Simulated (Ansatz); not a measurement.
### Question
Name crystals whose computed values (the program Ansatz at the HSE06 level (PAW)) fall in these windows: gap (eV) 6.7 to 8.7; B₀ by P(V) fit (GPa) 21 to 28.

### Answer


| crystal | gap (eV) | B₀ by P(V) fit (GPa) |
|---|---|---|
| LiCl, wurtzite | 7.33 | 25.5 |
Others may fit too.

Not the usual ambient phase: LiCl, wurtzite. The cell was relaxed under the symmetry of its start.

Potentials: the later of the program's two PAW sets.
